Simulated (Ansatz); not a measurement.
**P2W: from a starting cell to a relaxed one**

The start is a generated cell, P2W placed in the AFLOW prototype AB2_hP6_194_b_f (as in CaIn2). The structure is fully relaxed (lattice and positions, P = 0) with PBE (plane waves to 420 eV, PAW, scalar-relativistic; Ansatz, an electronic-structure program). The first steps use a coarse 7×7×4 k-mesh.

Starting cell:
```
P2W
1.0
    4.01051     0.00000     0.00000
   -2.00525     3.47320     0.00000
    0.00000     0.00000     6.34963
W P
2 4
Direct
  0.00000   0.00000   0.25000
  0.00000   0.00000   0.75000
  0.33333   0.66667   0.04500
  0.66667   0.33333   0.54500
  0.66667   0.33333   0.95500
  0.33333   0.66667   0.45500
```

Q: Which atoms feel the largest initial force, and how large is it?

A: About 1.1 eV/Å, on P3, P4, P5, P6 (atoms numbered as listed).

Q: How much energy is released per atom?

A: 0.07 eV/atom.

Q: How does the volume change?

A: -0.4 %, from 14.74 to 14.68 Å³/atom.

Q: What band gap does the relaxed structure have at this level?

A: No gap (metallic).

Q: What does it relax into? Give the structure.

A: 
Space group P6₃/mmc (No. 194); a = b = 4.0273 Å, c = 6.2721 Å, α = β = 90.00°, γ = 120.00°

| atom | site | symmetry | x | y | z |
|---|---|---|---|---|---|
| W | 2b | -6m2 | 0.0000 | 0.0000 | 0.2500 |
| P | 4f | 3m. | 0.3333 | 0.6667 | 0.0669 |

The space group stays P6₃/mmc (No. 194) (the run could not lower it); the end is AFLOW prototype AB2_hP6_194_b_f (as in CaIn2), with 6 atoms in the primitive cell. Final values are on a 13×13×8 k-mesh of the relaxed cell. No spin polarisation in the result.

The run could not lose the symmetry of its start: the end is stationary, and may be a saddle point rather than a minimum.

The relaxed structure here is a generated cell of P2W: the first start was made by placing the elements on the sites of a structure type, and the end was not matched to a known phase here, so it may be hypothetical.
